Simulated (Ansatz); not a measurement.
Geometry optimisation in Ansatz: input, command and trajectory.

```yaml
crystal:
  lattice:
    - [6.9795673485, 0.0, 0.0]
    - [0.0, 6.9795673485, 0.0]
    - [0.0, 0.0, 6.4844008051]
  atoms:
    - { symbol: Si, position: [0.2694066852, 0.0, 0.1193275734] }
    - { symbol: Si, position: [0.0, 0.7305933148, 0.8806724266] }
    - { symbol: Si, position: [0.0, 0.2694066852, 0.8806724266] }
    - { symbol: Si, position: [0.7305933148, 0.0, 0.1193275734] }
    - { symbol: Si, position: [0.0, 0.0, 0.5] }
    - { symbol: O, position: [0.1917332144, 0.0, 0.3564273193] }
    - { symbol: O, position: [0.0, 0.8082667856, 0.6435726807] }
    - { symbol: O, position: [0.0, 0.1917332144, 0.6435726807] }
    - { symbol: O, position: [0.8082667856, 0.0, 0.3564273193] }
    - { symbol: O, position: [0.1912199125, 0.1912199125, 0.0] }
    - { symbol: O, position: [0.1912199125, 0.8087800875, 0.0] }
    - { symbol: O, position: [0.8087800875, 0.1912199125, 0.0] }
    - { symbol: O, position: [0.8087800875, 0.8087800875, 0.0] }
    - { symbol: O, position: [0.5, 0.0, 0.1205136191] }
    - { symbol: O, position: [0.0, 0.5, 0.8794863809] }
basis:
  ecutwfc: 500
kpoints:
  mp_grid: { grid: [4, 4, 4] }
hamiltonian:
  xc: r2scan
scf:
  occupations: { method: gaussian, width: 0.02 }
output:
  forces: true
  stress: true
  eigenvalues: true
relax:
  adjacent_minimum: "off"
  f_tol: 0.01
  max_steps: 30
  cell: { stress_tol: 0.1, fix: [volume] }
```

```bash
ansatz run input.yaml --threads 4 --pin off --max-ram 10240MiB --backend cpu --events-out ev --progress --plain --runs-dir out
```

All numbers below come from DFT r2SCAN, scalar-relativistic, plane waves, PAW (Ansatz).

The volume is held at 1.03 times that of the relaxed cell.

Of 6 frames 5 are shown, positions in Å and forces in eV/Å; the SCF threshold varies from step to step. Steps run on the plane waves of an earlier cell, with a Pulay correction in the pressure. The basis is chosen afresh for the last frame, the zero of the energies, and at times for earlier ones too; energy and pressure can step there, also at an unchanged geometry. Where two frames share a geometry here, they differ by under 2 meV/atom and 0.3 GPa.

```xyz
15
Lattice="6.9796 0.0000 0.0000 0.0000 6.9796 0.0000 0.0000 0.0000 6.4844" Properties=species:S:1:pos:R:3:forces:R:3 pbc="T T T" step=1 free_energy_over_end_meV_per_atom=1.74 pressure_GPa=-3.48
Si    1.8803    0.0000    0.7738   -0.0614    0.0000   -0.0174
Si    0.0000    5.0992    5.7106    0.0000    0.0614    0.0174
Si    0.0000    1.8803    5.7106    0.0000   -0.0614    0.0174
Si    5.0992    0.0000    0.7738    0.0614    0.0000   -0.0174
Si    0.0000    0.0000    3.2422    0.0000    0.0000    0.0000
O     1.3382    0.0000    2.3112   -0.2412    0.0000   -0.1841
O     0.0000    5.6414    4.1732    0.0000    0.2412    0.1841
O     0.0000    1.3382    4.1732    0.0000   -0.2412    0.1841
O     5.6414    0.0000    2.3112    0.2412    0.0000   -0.1841
O     1.3346    1.3346    0.0000   -0.2315   -0.2315    0.0000
O     1.3346    5.6449    0.0000   -0.2315    0.2315    0.0000
O     5.6449    1.3346    0.0000    0.2315   -0.2315    0.0000
O     5.6449    5.6449    0.0000    0.2315    0.2315    0.0000
O     3.4898    0.0000    0.7815    0.0000    0.0000    0.0025
O     0.0000    3.4898    5.7029    0.0000    0.0000   -0.0025
15
Lattice="6.9782 0.0000 0.0000 0.0000 6.9782 0.0000 0.0000 0.0000 6.4869" Properties=species:S:1:pos:R:3:forces:R:3 pbc="T T T" step=2 free_energy_over_end_meV_per_atom=0.86 pressure_GPa=-3.22
Si    1.8784    0.0000    0.7738    0.0015    0.0000   -0.0017
Si    0.0000    5.0998    5.7131    0.0000   -0.0015    0.0017
Si    0.0000    1.8784    5.7131    0.0000    0.0015    0.0017
Si    5.0998    0.0000    0.7738   -0.0015    0.0000   -0.0017
Si    0.0000    0.0000    3.2435    0.0000    0.0000    0.0000
O     1.3331    0.0000    2.3085   -0.1730    0.0000   -0.1398
O     0.0000    5.6451    4.1785    0.0000    0.1730    0.1398
O     0.0000    1.3331    4.1785    0.0000   -0.1730    0.1398
O     5.6451    0.0000    2.3085    0.1730    0.0000   -0.1398
O     1.3301    1.3301    0.0000   -0.1561   -0.1561    0.0000
O     1.3301    5.6481    0.0000   -0.1561    0.1561    0.0000
O     5.6481    1.3301    0.0000    0.1561   -0.1561    0.0000
O     5.6481    5.6481    0.0000    0.1561    0.1561    0.0000
O     3.4891    0.0000    0.7816    0.0000    0.0000    0.0074
O     0.0000    3.4891    5.7053    0.0000    0.0000   -0.0074
15
Lattice="6.9726 0.0000 0.0000 0.0000 6.9726 0.0000 0.0000 0.0000 6.4974" Properties=species:S:1:pos:R:3:forces:R:3 pbc="T T T" step=3 free_energy_over_end_meV_per_atom=0.02 pressure_GPa=-2.60
Si    1.8759    0.0000    0.7751   -0.0318    0.0000   -0.0212
Si    0.0000    5.0967    5.7223    0.0000    0.0318    0.0212
Si    0.0000    1.8759    5.7223    0.0000   -0.0318    0.0212
Si    5.0967    0.0000    0.7751    0.0318    0.0000   -0.0212
Si    0.0000    0.0000    3.2487    0.0000    0.0000    0.0000
O     1.3200    0.0000    2.3015   -0.0160    0.0000    0.0074
O     0.0000    5.6526    4.1958    0.0000    0.0160   -0.0074
O     0.0000    1.3200    4.1958    0.0000   -0.0160   -0.0074
O     5.6526    0.0000    2.3015    0.0160    0.0000    0.0074
O     1.3200    1.3200    0.0000    0.0151    0.0151    0.0000
O     1.3200    5.6526    0.0000    0.0151   -0.0151    0.0000
O     5.6526    1.3200    0.0000   -0.0151    0.0151    0.0000
O     5.6526    5.6526    0.0000   -0.0151   -0.0151    0.0000
O     3.4863    0.0000    0.7847    0.0000    0.0000    0.0186
O     0.0000    3.4863    5.7127    0.0000    0.0000   -0.0186
15
Lattice="6.9731 0.0000 0.0000 0.0000 6.9731 0.0000 0.0000 0.0000 6.4965" Properties=species:S:1:pos:R:3:forces:R:3 pbc="T T T" step=4 free_energy_over_end_meV_per_atom=0.01 pressure_GPa=-2.60
Si    1.8753    0.0000    0.7748    0.0075    0.0000   -0.0032
Si    0.0000    5.0977    5.7217    0.0000   -0.0075    0.0032
Si    0.0000    1.8753    5.7217    0.0000    0.0075    0.0032
Si    5.0977    0.0000    0.7748   -0.0075    0.0000   -0.0032
Si    0.0000    0.0000    3.2482    0.0000    0.0000    0.0000
O     1.3192    0.0000    2.3014    0.0089    0.0000   -0.0191
O     0.0000    5.6539    4.1951    0.0000   -0.0089    0.0191
O     0.0000    1.3192    4.1951    0.0000    0.0089    0.0191
O     5.6539    0.0000    2.3014   -0.0089    0.0000   -0.0191
O     1.3207    1.3207    0.0000    0.0056    0.0056    0.0000
O     1.3207    5.6524    0.0000    0.0056   -0.0056    0.0000
O     5.6524    1.3207    0.0000   -0.0056    0.0056    0.0000
O     5.6524    5.6524    0.0000   -0.0056   -0.0056    0.0000
O     3.4865    0.0000    0.7857    0.0000    0.0000    0.0134
O     0.0000    3.4865    5.7107    0.0000    0.0000   -0.0134
15
Lattice="6.9722 0.0000 0.0000 0.0000 6.9722 0.0000 0.0000 0.0000 6.4982" Properties=species:S:1:pos:R:3:forces:R:3 pbc="T T T" step=6 free_energy_over_end_meV_per_atom=0.00 pressure_GPa=-2.60
Si    1.8752    0.0000    0.7748   -0.0001    0.0000   -0.0040
Si    0.0000    5.0970    5.7234    0.0000    0.0001    0.0040
Si    0.0000    1.8752    5.7234    0.0000   -0.0001    0.0040
Si    5.0970    0.0000    0.7748    0.0001    0.0000   -0.0040
Si    0.0000    0.0000    3.2491    0.0000    0.0000    0.0000
O     1.3185    0.0000    2.3008    0.0008    0.0000    0.0012
O     0.0000    5.6537    4.1973    0.0000   -0.0008   -0.0012
O     0.0000    1.3185    4.1973    0.0000    0.0008   -0.0012
O     5.6537    0.0000    2.3008   -0.0008    0.0000    0.0012
O     1.3213    1.3213    0.0000   -0.0008   -0.0008    0.0000
O     1.3213    5.6509    0.0000   -0.0008    0.0008    0.0000
O     5.6509    1.3213    0.0000    0.0008   -0.0008    0.0000
O     5.6509    5.6509    0.0000    0.0008    0.0008    0.0000
O     3.4861    0.0000    0.7882    0.0000    0.0000    0.0022
O     0.0000    3.4861    5.7100    0.0000    0.0000   -0.0022
```

It took 60 s on 4 threads of Oxide Virtual Turin-like Processor (Zen 5), with other jobs on the host, peak memory 1.4 GiB.